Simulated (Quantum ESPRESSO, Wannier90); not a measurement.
**Se (R-3): Wannier90 run**

```
CELL_PARAMETERS angstrom
      0.00000     0.00000     4.83952
     -5.65532    -3.26510    -1.61317
      5.65532    -3.26510    -1.61317
ATOMIC_POSITIONS crystal
  Se 0.09273 0.24359 0.36682
  Se 0.90727 0.75641 0.63318
  Se 0.72591 0.63318 0.87677
  Se 0.27409 0.36682 0.12323
  Se 0.84914 0.12323 0.75641
  Se 0.15086 0.87677 0.24359
```

Structure: Materials Project mp-147, symmetrised, not relaxed again. COD (Crystallography Open Database) has the formula in 4 space groups, this one among them (matched by group alone). Level: PBEsol, no spin polarisation, no spin-orbit coupling; pw.x of Quantum ESPRESSO at 69 Ry with PseudoDojo potentials, 6×6×6 k-points, Wannier90. Density: 8×8×8 mesh, cold smearing 0.01 Ry. The cell is built of weakly bound layers, chains or molecules, whose nearest atoms lie 3.42 Å apart. Database cells relaxed without dispersion often hold them too far apart, which can enlarge gaps and weakens couplings between them; spacing and stacking were not compared with the measured crystal. Spin-orbit coupling, left out, would split the p-like bands by a few tenths of an eV.

postw90 (berry_task = kubo; independent particles, width 0.1 eV, no gap correction, excitons or local fields) prints σ_xx for one spin direction:

```json
[
 {"ħω (eV)": "0.10", "Re σ (S/cm)": "0", "Im σ (S/cm)": "-71"},
 {"ħω (eV)": "2.35", "Re σ (S/cm)": "4250", "Im σ (S/cm)": "-1480"},
 {"ħω (eV)": "2.45", "Re σ (S/cm)": "4380", "Im σ (S/cm)": "-938"}
]
```

### Question
Work out the dielectric function, refractive index, reflectivity and absorption coefficient at these energies.

### Answer
ε = 1 + iσ/(ε0 ω), so ε₂ = Re σ/(ε0 ω) and ε₁ = 1 − Im σ/(ε0 ω); ε0 ω = 134.5 S/cm × ħω in eV, and σ is doubled for both spins.
- 0.10 eV: ε₁ = 11.6, ε₂ = 0.0; n + ik = √ε = 3.40 + 0.00i; R = 30 %
- 2.35 eV: ε₁ = 10.4, ε₂ = 26.9; n + ik = √ε = 4.43 + 3.04i; R = 54 %; α = 2ωk/c = 720000 cm⁻¹
- 2.45 eV: ε₁ = 6.7, ε₂ = 26.6; n + ik = √ε = 4.13 + 3.22i; R = 55 %; α = 2ωk/c = 800000 cm⁻¹
The model holds its own bands alone, so ε₁ lacks the part of higher transitions, and near sharp peaks it hangs on the broadening.
